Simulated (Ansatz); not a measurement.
Data:

ZnS:
```cif
data_SZn
_chemical_formula_sum 'S1 Zn1'
_space_group_name_H-M_alt 'P 1'
_space_group_IT_number 1
_cell_length_a 3.74534
_cell_length_b 3.74534
_cell_length_c 3.74534
_cell_angle_alpha 60.000
_cell_angle_beta 60.000
_cell_angle_gamma 60.000
loop_
_space_group_symop_operation_xyz
  'x, y, z'
loop_
_atom_site_label
_atom_site_type_symbol
_atom_site_fract_x
_atom_site_fract_y
_atom_site_fract_z
_atom_site_occupancy
S1 S 0.75000 0.75000 0.75000 1
Zn1 Zn 0.00000 0.00000 0.00000 1
```

This is the LDA-relaxed structure.

### Question
All from LDA (plane waves, PAW; program Ansatz), unless another level is named. Give the electron effective mass.

### Answer
0.17 mₑ (isotropic).

### Question
Next, the weight of the conduction-edge state by species (Voronoi cells)?

### Answer
Zn 58 %, S 42 %.

### Question
Next, the valence-band maximum?

### Answer
at Γ.

Space group F-43m (zinc blende). The LDA relaxation kept the symmetry of its start; phonons on a q-mesh show no instability.

Potentials: the later of the program's two PAW sets.

Edges and masses are those of Kohn–Sham bands, whose gap is no quasiparticle gap.
